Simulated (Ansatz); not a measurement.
Relaxed SiO2 (space group P4_32_12):

```
SiO2
1.0
    4.94583     0.00000     0.00000
    0.00000     4.94583     0.00000
    0.00000     0.00000     6.87356
Si O
4 8
Direct
  0.19586   0.19586   0.00000
  0.30414   0.69586   0.75000
  0.80414   0.80414   0.50000
  0.69586   0.30414   0.25000
  0.61285   0.73741   0.68310
  0.76259   0.11285   0.43310
  0.38715   0.26259   0.18310
  0.23741   0.88715   0.93310
  0.11285   0.76259   0.56690
  0.26259   0.38715   0.81690
  0.88715   0.23741   0.06690
  0.73741   0.61285   0.31690
```

The atoms are displaced by Q × the pattern below (from a DFPT mode at Γ, largest move 1; Q in Å), at fixed cell. It is one choice among 2 degenerate patterns.

```
atom       x       y       z
----  ------  ------  ------
Si1   -0.096   0.105   0.379
Si2   -0.096  -0.105   0.379
Si3   -0.096   0.105  -0.379
Si4   -0.096  -0.105  -0.379
O5    -0.007  -0.008   0.035
O6     0.176  -0.797   0.578
O7    -0.007  -0.008  -0.035
O8     0.176  -0.797  -0.578
O9    -0.007   0.008  -0.035
O10    0.176   0.797  -0.578
O11   -0.007   0.008   0.035
O12    0.176   0.797   0.578
```

Computed with LDA (plane waves to 420 eV, PAW, scalar-relativistic; Ansatz, a first-principles code). k mesh 6×6×4 (Γ-centred), Fermi-Dirac smearing 0.05 eV. The energy includes the smearing's −TS. SiO2 was relaxed with its symmetry unable to fall. The zero of ΔE is the undisplaced structure.

```csv
Q (Å),ΔE (meV/cell)
-0.1000,2203
-0.0833,1518
-0.0667,966
-0.0500,541
-0.0333,withheld
-0.0167,60
0.0000,0
0.0167,60
0.0333,withheld
0.0500,541
0.0667,966
0.0833,1518
0.1000,2203
```

Fit an even polynomial form (powers 2, 4) to the given rows and predict ΔE at Q = -0.0333.

Least squares on the 11 given rows: ΔE = (214900)·Q² + (539700)·Q⁴, in meV/cell with Q in Å; root-mean-square residual 0.5 meV/cell. At -0.0333 the fit gives 239 meV/cell; the calculation gives 239 meV/cell, the same to the digits shown. The quadratic term alone would give 238 meV/cell.

(A displaced cell: forces are minus the slopes of the energy, force constants its curvatures, and phonons follow from these.)
